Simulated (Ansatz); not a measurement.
Sc$_{3}$Al: a vibration from a frozen displacement

The calculation used DFT PBEsol, scalar-relativistic, plane waves, PAW in Ansatz 0.2.0. The runs took a 420 eV cutoff, a Γ-centred 12×12×12 mesh and Gaussian smearing (0.15 eV). No spin polarisation. Energies are free energies at this smearing, counted from the undisturbed cell; pressure is positive in compression.

The undisturbed cell (relaxed at this level; it needn't be the usual structure):

```
Sc Al
1.0
     4.37479    0.00000    0.00000
     0.00000    4.37479    0.00000
     0.00000    0.00000    4.37479
Sc Al
3 1
Direct
  0.50000 0.00000 0.50000
  0.00000 0.50000 0.50000
  0.50000 0.50000 0.00000
  0.00000 0.00000 0.00000
```

Atom 4 (Al) is moved by x along the Cartesian unit vector (0.000, 0.000, 1.000); the cell and all other atoms stay fixed. The cell's volume is 83.73 Å³; the moved atoms weigh 26.982 u together and the others 134.868 u. Some rows repeat others by symmetry and weren't run.

```
  x (Å)  ΔE (meV/cell) total force on the moved atoms along the move (eV/Å) pressure (GPa)
-0.6000         859.08                                                3.0141          4.4324
-0.5000         586.46                                                2.4427          3.1073
-0.4000         369.54                                                1.9009          2.0058
-0.3000         205.19                                                1.3914          1.1406
-0.2000          90.32                                                0.9103          0.5192
-0.1000          22.45                                                0.4498          0.1452
 0.0000           0.00                                                0.0000          0.0204
 0.1000          22.45                                               -0.4498          0.1452
 0.2000          90.32                                               -0.9103          0.5192
 0.3000         205.19                                               -1.3914          1.1406
 0.4000         369.54                                               -1.9009          2.0058
 0.5000         586.46                                               -2.4427          3.1073
 0.6000         859.08                                               -3.0141          4.4324
```

Question: What frequency belongs to this motion?

Answer: The force constant is k = −dF/dx = 4.498 eV/Å², from the parabola through x = -0.1000, 0 and 0.1000. In every cell the moved atoms swing against the rest, so the mass is μ = m₁m₂/(m₁ + m₂) = 22.484 u, and ν̃ = 521.5 cm⁻¹ × √(|k|/μ) = 233 cm⁻¹. The pattern needn't be a normal mode: ν̃² is then a weighted mean of the squared nonzero frequencies at the zone centre of this cell, so it lies between the lowest and the highest of them.

Question: How far does the harmonic law reach?

Answer: At x = -0.600 Å, kx²/2 = 809.64 meV against the computed 859.08 meV (+6.1 %): the well is still close to harmonic there.

Question: The pressure changes with x². What does that say about the frequency under compression?

Answer: With E = k(V)x²/2, k ∝ V^(−2γ) and x scaling with the cell as V^(1/3), P − P0 = −∂E/∂V = (2γ − 2/3) ΔE/V. At x = 0.2000 Å, V(P − P0) = 83.73 × 0.49875 / 160.2 eV = 260.64 meV and ΔE = 90.32 meV, so γ = 1/3 + V(P − P0)/(2ΔE) = 1.78. This is the Grüneisen parameter of the motion under uniform scaling of the cell: shrinking the cell evenly by 1 % in volume raises the frequency by about 1.78 %.

In a metal these slopes depend on the k mesh and the smearing.